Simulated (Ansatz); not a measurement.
The cell is InGa₂P₃, ordered on the zincblende lattice (P3m1) with 6 atoms a cell; cell and atoms were relaxed with r2SCAN. The symmetry is P3m1 (No. 156, trigonal); conventional cell a = 3.960 Å, c = 9.740 Å, 22.05 Å³ an atom. Around Ga lie 4 P at 2.35–2.41 Å; around Ga lie 4 P at 2.36–2.41 Å; around In lie 4 P at 2.49–2.55 Å; around P lie 4 Ga at 2.36–2.41 Å; around P lie 3 Ga at 2.41 Å and 1 In at 2.55 Å; around P lie 1 Ga at 2.35 Å and 3 In at 2.49 Å.

The questions ask for values computed with Ansatz 0.2.0 on this geometry. All values are calculated for a non-magnetic cell, which may be hypothetical.

(1) Is there a gap with PBE, and of what kind?

(2) How does the gap change from PBE to PBE+SOC (12×12×4)?

(3) How does the gap change from PBE to r2SCAN (12×12×4)?

(4) Estimate the gap with HSE06 on 6×6×2.

(5) What does PBE0 give for the gap (6×6×2 mesh)?

## Answers

(1) PBE gives a direct gap of 0.96 eV at Γ.

(2) The PBE+SOC gap is direct at Γ: 0.93 eV. The gap differs by -0.03 eV from PBE's.

(3) With r2SCAN the gap is 1.41 eV and direct, at Γ. The gap differs by +0.45 eV from PBE's.

(4) With HSE06 the gap is 1.82 eV and direct, at Γ. The gap differs by +0.86 eV from PBE's.

(5) PBE0 gives a direct gap of 2.45 eV at Γ. The gap differs by +1.49 eV from PBE's.

Only the levels marked +SOC include spin-orbit coupling.

The meshes of the hybrids are coarse, so their gaps aren't converged to the digits shown.
